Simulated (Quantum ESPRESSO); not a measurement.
## Ga3InP4 (convergence and cost over cutoff and k mesh)

Computed values, not a measurement. The program is pw.x of Quantum ESPRESSO 7.5 (plane-wave density functional theory). The cell is made up: 8 atoms on a zincblende/diamond lattice, with randomly drawn elements, strain and displacements, not relaxed. PseudoDojo standard norm-conserving files (v0.5 for PBE, v0.4.1 for LDA and PBEsol) set the functional; there is no spin polarisation, spin-orbit coupling or dispersion term, and the masses in the input are unused placeholders.

Input of the run in row 4:

```
&control calculation='scf', pseudo_dir='./dojo.nc.sr.pbe.v0_5.standard.upf', outdir='./o', disk_io='medium', tprnfor=.true., tstress=.true. /
&system ibrav=0, nat=8, ntyp=3, nbnd=42, ecutwfc=79.96652505, nosym=.true., tot_charge=0,
 occupations='smearing', smearing='fd', degauss=0.0018374661
/
&electrons conv_thr=7.350e-09, electron_maxstep=60, /
ATOMIC_SPECIES
Ga 1.0 Ga.upf
In 1.0 In.upf
P 1.0 P.upf
CELL_PARAMETERS angstrom
5.4305 -0.034 0.0496
-0.034 5.3706 0.07
0.0496 0.07 5.4241
ATOMIC_POSITIONS angstrom
Ga -0.0236 -0.2059 0.0447
Ga 0.0851 2.8004 2.7757
In 2.8079 0.1255 2.9361
Ga 2.5949 2.6104 0.1463
P 1.4441 1.3431 1.3167
P 1.2721 4.1666 4.1546
P 4.1157 1.3965 4.1496
P 4.2293 4.0753 1.5036
K_POINTS automatic
4 4 4 1 1 1
```

The same cell was run at these settings. Meshes are shifted by half a step, and differences are from the last row, which is itself not exact.

| cutoff (eV) | k mesh | k points solved | threshold (eV) | free energy less the last row's (eV) | pressure (GPa) | largest stress difference (GPa) | largest force difference (eV/Å) | iterations | wall time (s) | k-point pools | processor |
| --- | --- | --- | --- | --- | --- | --- | --- | --- | --- | --- | --- |
| 762 | 2 x 2 x 2 | 4 | 1e-04 | 5.591 | -29.33 | 45.36 | 0.054 | 7 | 40 | 1 | AMD EPYC, Zen 5 class |
| 1088 | 2 x 2 x 2 | 4 | 1e-07 | 0.508 | 16.24 | 0.39 | 0.054 | 10 | 97 | 1 | AMD EPYC, Zen 5 class |
| 771 | 4 x 4 x 4 | 32 | 1e-07 | 4.336 | -24.15 | 40.04 | 0.005 | 10 | 269 | 1 | AMD EPYC, Zen 5 class |
| 1088 | 4 x 4 x 4 | 32 | 1e-07 | 0.009 | 15.85 | 0.02 | 0.002 | 10 | 444 | 1 | AMD EPYC, Zen 5 class |
| 1377 | 6 x 6 x 6 | 108 | 1e-07 | 0.000 | 15.87 | 0.00 | 0.000 | 10 | 2010 | 1 | AMD EPYC, Zen 5 class |

Each pool is one process. Wall times include start-up and a band step at six k points, which weighs most on the coarsest meshes. The runs were on shared virtual cores whose load varied, so times are rough.